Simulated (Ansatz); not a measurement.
ScF₃:
```
CELL_PARAMETERS angstrom
      2.85353     1.64749     2.32989
     -2.85353     1.64749     2.32989
      0.00000    -3.29498     2.32989
ATOMIC_POSITIONS crystal
  Sc 0.00000 0.00000 0.00000
  F  0.50000 0.00040 0.99960
  F  0.99960 0.50000 0.00040
  F  0.00040 0.99960 0.50000
```

Relaxed with HSE06.

**Question.** Give the Bader charges and basin volumes of the independent atoms, plane-wave PAW HSE06 (Ansatz code).

**Answer.** 

```tsv
atom	Bader charge (e)	Bader volume (Å³)
Sc1	+2.34	8.1
F2	-0.78	16.7
```

Space group Pm-3m (ReO3 type). The workflow started from a Materials Project entry (that database holds measured and hypothetical structures alike); the Crystallography Open Database files this formula in space group No. 221, but the cells were not matched. Its standing as an ambient phase is unchecked. The HSE06 relaxation kept the symmetry of its start; whether a distortion lowers the energy is not shown. The run is not spin-polarised.

Potentials: the earlier of the program's two PAW sets.
